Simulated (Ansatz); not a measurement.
**Where the states of La3Tl lie**

```yaml
crystal:
  lattice:
    - [5.06000, 0.00000, 0.00000]
    - [0.00000, 5.06000, 0.00000]
    - [0.00000, 0.00000, 5.06000]
  atoms:
    - { symbol: La, position: [0.00000, 0.50000, 0.50000] }
    - { symbol: La, position: [0.50000, 0.00000, 0.50000] }
    - { symbol: La, position: [0.50000, 0.50000, 0.00000] }
    - { symbol: Tl, position: [0.00000, 0.00000, 0.00000] }
```

The cell comes from COD entry 1522573, which wasn't checked; take it as a given geometry.

Spin–orbit coupling is left out, though it moves levels of the heavy atoms by tenths of an eV or more.

All numbers below come from DFT, LDA, all-electron LAPW, scalar-relativistic (Ansatz 0.2.0).

Numerical set-up: a Γ-centred 8×8×8 k mesh, Fermi–Dirac smearing of 0.08 eV, basis error target 0.5 meV/atom, no spin polarisation.

(1) Which of the resolved shells contributes most within 0.3 eV of the Fermi level?

(2) Where is the centre of the filled La 5d states between -14 eV and the top of the filled states?

(3) Tabulate the density of states.

## Answers

(1) La 5d, with 74 % of all states there; La 4f follows with 10 %.

(2) -1.35 eV from the Fermi level.

(3) States per eV and cell, averaged over 0.6 eV, from -7.0 to 1.2 eV, with energies (bin centres) from the Fermi level; empty bins are left out. The partial columns, the largest 5 alone, are projections on Löwdin-orthogonalised atomic shells (those that the program's projection atoms carry: the occupied ones and, for some elements, an empty d or f shell; other empty shells have no column), summed over atoms of an element. Weights on diffuse s and p shells depend on that basis and aren't pure angular character.
```csv
E (eV),total,La 5d,La 4f,Tl 6p,Tl 6s,La 6s
-6.8,0.21,0.02,0.00,0.00,0.11,0.07
-6.2,3.12,0.60,0.02,0.02,2.04,0.31
-2.6,0.15,0.08,0.00,0.03,0.00,0.04
-2.0,2.36,0.97,0.02,0.63,0.03,0.54
-1.4,3.99,2.20,0.09,1.01,0.02,0.47
-0.8,6.21,4.21,0.26,1.20,0.02,0.30
-0.2,5.20,3.90,0.43,0.56,0.01,0.14
0.4,4.75,3.19,0.88,0.34,0.02,0.16
1.0,8.21,3.98,3.43,0.38,0.03,0.14
```
